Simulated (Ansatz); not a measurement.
Does relaxation matter for the field gradients of KCl with a Cl vacancy?

Start: a supercell of KCl (rock salt type, Fm-3m) built from a structure deposited in the COD, with all atoms left at the host's positions.

Space group Fm-3m (No. 225); a = 18.8788 Å.

| site | Wyckoff | site symmetry | x | y | z |
| --- | --- | --- | --- | --- | --- |
| K1 | 32f | .3m | 0.3333 | 0.8333 | 0.8333 |
| K2 | 24e | 4m.m | 0.5000 | 0.0000 | 0.8333 |
| K6 | 48h | m.m2 | 0.8333 | 0.1667 | 0.0000 |
| K27 | 4a | m-3m | 0.0000 | 0.5000 | 0.5000 |
| Cl28 | 48i | m.m2 | 0.6667 | 0.1667 | 0.0000 |
| Cl31 | 32f | .3m | 0.8333 | 0.1667 | 0.1667 |
| Cl41 | 24e | 4m.m | 0.0000 | 0.5000 | 0.3333 |

One atom of each set is listed; the run and its k-mesh use a cell of 53 atoms with edges of 13.35, 13.35, 13.35 Å.

The numbers come from a DFT calculation in Ansatz (PBE, plane waves and PAW, scalar-relativistic, 420 eV cutoff, Γ-centred 2×2×2 k-points, Fermi–Dirac smearing 0.01 eV, cell charge +1).

The largest force at the start is 0.49 eV/Å. Relaxing the ions at fixed cell moves them by 0.213 Å at most (atom 5, K) and 0.083 Å rms.

```
site  moved (Å)  first shell before    first shell after  V_zz before (10²¹ V/m²)  η before
  K1      0.021      6 Cl at 3.15 Å  6 Cl at 3.14–3.16 Å                    0.054      0.00
  K2      0.213      5 Cl at 3.15 Å  5 Cl at 2.98–3.10 Å                     2.63      0.00
  K6      0.009      6 Cl at 3.15 Å  6 Cl at 3.14–3.20 Å                    -0.17      0.04
Cl28      0.079       6 K at 3.15 Å   6 K at 3.10–3.20 Å                     1.32      0.11
Cl31      0.006       6 K at 3.15 Å        6 K at 3.14 Å                    -0.19      0.00
Cl41      0.049       6 K at 3.15 Å   6 K at 2.98–3.15 Å                     0.47      0.00
```

(1) How do the gradients change?

## Answers

(1) 

| site | V_zz after | η after | change of V_zz |
| --- | --- | --- | --- |
| K1 | -0.15 | 0.00 | -0.20 |
| K2 | 1.75 | 0.00 | -0.88 |
| K6 | -0.29 | 0.33 | -0.12 |
| Cl28 | 0.63 | 0.70 | -0.69 |
| Cl31 | -0.17 | 0.00 | +0.02 |
| Cl41 | -0.31 | 0.00 | -0.78 |

The largest change of V_zz is on K2, from 2.63 to 1.75. In per cent, |V_zz| changes by -33 on K, -52 on Cl (all sites that start above 0.5). Where |V_zz| stays above 0.1 and the axes keep their order, η moves most on Cl28, from 0.11 to 0.70. On K6 V_xx and V_yy change places (or their axes turn by over 50°), so the two values of η hide a larger change. V_zz changes sign on Cl41 (same axis), K1 (same axis). Sites without a gradient aren't listed.

The defect repeats with the cell of 53 atoms, so it feels its images: sites between two images don't show the values beside a lone defect, and zeros or small values of η there can come from the images' arrangement. A uniform background compensates the cell's charge.
Before: The neighbours have not yet relaxed around the defect (largest force 0.49 eV/Å), and relaxing can change the values around it severalfold.
